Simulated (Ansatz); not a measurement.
Zn3P4W:
Space group Pmn2₁ (No. 31); a = 7.764 Å, b = 6.720 Å, c = 6.413 Å, α = β = γ = 90.00°

```csv
atom,site,symmetry,x,y,z
Zn,4b,1,0.2485,0.1700,0.2348
Zn,2a,m..,0.0000,0.3418,0.7311
W,2a,m..,0.0000,0.6711,0.2266
P,4b,1,0.2542,0.1681,0.6099
P,2a,m..,0.0000,0.3479,0.1077
P,2a,m..,0.5000,0.3261,0.0845
```

Relaxed at zero pressure with PBE in the plane-wave PAW code Ansatz.

Q: The volume is raised by 3 % and shape and atoms relax at that volume. What pressure results, and how do the axes share the change?

A: -2.0 GPa; a 1.0 %, b 1.0 %, c 0.9 %; the energy rises by 4 meV/atom.

Q: Give the new structure.

A: 
Space group Pmn2₁ (No. 31); a = 7.845 Å, b = 6.790 Å, c = 6.469 Å, α = β = γ = 90.00°

| atom | site | symmetry | x | y | z |
|---|---|---|---|---|---|
| Zn | 4b | 1 | 0.2484 | 0.1700 | 0.2344 |
| Zn | 2a | m.. | 0.0000 | 0.3419 | 0.7309 |
| W | 2a | m.. | 0.0000 | 0.6712 | 0.2269 |
| P | 4b | 1 | 0.2558 | 0.1691 | 0.6105 |
| P | 2a | m.. | 0.0000 | 0.3500 | 0.1086 |
| P | 2a | m.. | 0.5000 | 0.3261 | 0.0831 |

The phase is kept; no other phase was compared at this pressure.

Space group Pmn2_1. The start of the workflow was typed in or built on a structure type; neither database checked (COD, Materials Project) lists it. Its standing as an ambient phase is unchecked. The cell was relaxed with PBE under the symmetry of its start; whether a distortion lowers the energy is not shown. No spin polarisation was allowed. Spin–orbit coupling is left out wherever it is not named.

Potentials: the later of the program's two PAW sets.
